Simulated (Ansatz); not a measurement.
Problem. Sn (β-Sn type, I4_1/amd) is relaxed with DFT-LDA in the program Ansatz with PAW potentials. What lattice parameters of the conventional cell result?

Solution. a = 5.806 Å, c = 3.106 Å.

The cell was relaxed with LDA under the symmetry of its start. Axis ratios of metals converge slowly with the k-mesh, so a and c are less sure than the volume. Scalar-relativistic: spin–orbit coupling is off unless named, which matters more the heavier the elements.

Potentials: the earlier of the program's two PAW sets. The files were generated under PBE; for other functionals the program regenerates the frozen cores, and for LDA and PBEsol the local potential too.
